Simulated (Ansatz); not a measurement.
**Formation energy of SnPt3**

```xyz
4
Lattice="4.0066 0.0000 0.0000 0.0000 4.0066 0.0000 0.0000 0.0000 4.0066" Properties=species:S:1:pos:R:3 pbc="T T T"
Sn    0.0000    0.0000    0.0000
Pt    0.0000    2.0033    2.0033
Pt    2.0033    0.0000    2.0033
Pt    2.0033    2.0033    0.0000
```

The cell comes from a relaxation on PAW files under the same functional, begun from a database entry that needn't be the ground state.

All numbers are PBEsol results (scalar-relativistic) from Ansatz 0.2.0, with a Γ-centred 9×9×9 k mesh, Fermi–Dirac smearing of 0.05 eV, no spin polarisation. Methods: LAPW: all electrons, basis error target 0.5 meV/atom; PAW: frozen-core files, cutoff 420 eV; crystal datasets: all electrons, by PAW datasets that the program makes for each cell.

The elements are taken as Pt fcc, Sn alpha-Sn, each relaxed on PAW files under the same functional and computed by the same method as the compound; zero-point and thermal terms are left out.

Spin–orbit coupling is left out, which matters for the heavy atoms. The PAW files were made under PBE.

**Question.** Give the formation energy by each method, with the residual pressure at this cell and the LAPW gap.

**Answer.** 

```json
{"method": "LAPW", "ΔE(formation) (eV/atom)": "-0.400", "P at this cell (GPa)": "-0.06", "gap (eV)": "0.00"}
{"method": "PAW", "ΔE(formation) (eV/atom)": "-0.400", "P at this cell (GPa)": "-0.03", "gap (eV)": "–"}
{"method": "crystal datasets", "ΔE(formation) (eV/atom)": "-0.400", "P at this cell (GPa)": "-0.06", "gap (eV)": "–"}
```

**Question.** Give the LAPW value for one formula unit in kJ/mol.

**Answer.** -0.400 eV/atom × 4 atoms × 96.485 kJ/(mol·eV) = -154.4 kJ/mol, at zero temperature and without zero-point motion.
